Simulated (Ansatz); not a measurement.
GeS$_{2}$:
Space group P4₂/mnm (No. 136); a = 5.998 Å, b = 5.998 Å, c = 3.473 Å, α = 90.00°, β = 90.00°, γ = 90.00°

```json
[
 {"atom": "Ge", "site": "2a", "symmetry": "m.mm", "x": "0.0000", "y": "0.0000", "z": "0.0000"},
 {"atom": "S", "site": "4f", "symmetry": "m.2m", "x": "0.3127", "y": "0.3127", "z": "0.0000"}
]
```

This is the PBE-relaxed structure.

Task: All from plane-wave PAW PBE (Ansatz code), unless another level is named. Give the electronic character.

Result: metallic (no gap).

Task: Next, the density of states at the Fermi level?

Result: 0.05 states/eV per atom (mean over ±0.08 eV).

Task: Next, the formation energy from the elements (no fitted shifts)?

Result: 0.010 eV/atom.

Space group P4_2/mnm (rutile). A made-up cell: these elements were put on the sites of a structure type; neither database checked (COD, Materials Project) lists it. COD files the formula under space group No. 14, 43, 82, 122, 217, so this cell is another polymorph or a model. Its standing as an ambient phase is unchecked. The PBE relaxation kept the symmetry of its start; whether a distortion lowers the energy is not shown. A small band overlap can be real or an error of a semilocal functional. The references are the lowest solids computed at this level, not always the standard phases. Spin–orbit coupling is left out wherever it is not named.

Potentials: the later of the program's two PAW sets.
